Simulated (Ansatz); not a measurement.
Na₂La₂PtO₆: Coordination and ²³Na quadrupole coupling

Cell: a computed structure from the Materials Project (it need not be an observed phase).

Space group C2 (No. 5); a = 9.5458, b = 9.4665, c = 6.7536 Å, β = 91.31°.

```
site  Wyckoff  site symmetry       x       y       z
 Na1       2a              2  0.5000  0.2470  0.0000
 Na2       2b              2  0.5000  0.7574  0.5000
 Na3       4c              1  0.3228  0.9297  0.8614
 La5       4c              1  0.6760  0.0650  0.6512
 La7       2a              2  0.5000  0.6229  0.0000
 La8       2b              2  0.5000  0.3922  0.5000
  Pt       4c              1  0.2530  0.2472  0.7538
 O11       4c              1  0.8748  0.9257  0.8169
 O12       4c              1  0.4395  0.1462  0.6871
 O13       4c              1  0.2579  0.1818  0.0481
 O14       4c              1  0.2531  0.8147  0.5338
 O15       4c              1  0.4288  0.8534  0.1936
 O16       4c              1  0.8701  0.0779  0.3283
```

One atom of each set is listed; the run and its k-mesh use a cell of 22 atoms with edges of 6.72, 6.72, 6.75 Å.

Computed with Ansatz: DFT, PBE, plane waves and PAW, scalar-relativistic, 420 eV cutoff, Γ-centred 3×3×3 k-points, Fermi–Dirac smearing 0.02 eV.

Q(²³Na) = 104.0 mb.

Question: Order the Na environments from the weakest to the strongest quadrupole coupling.
A. Na1: 6 O at 2.38–2.42 Å
B. Na2: 6 O at 2.35–2.43 Å
C. Na3: 8 O at 2.51–2.91 Å

Answer: C (1.39 MHz, η = 0.69), A (2.94 MHz, η = 0.17), B (3.74 MHz, η = 0.18).

Like point charges on the first shell alone (each adding as 1/d³) would give the same order, so the shape of the shell goes a long way to explain it.
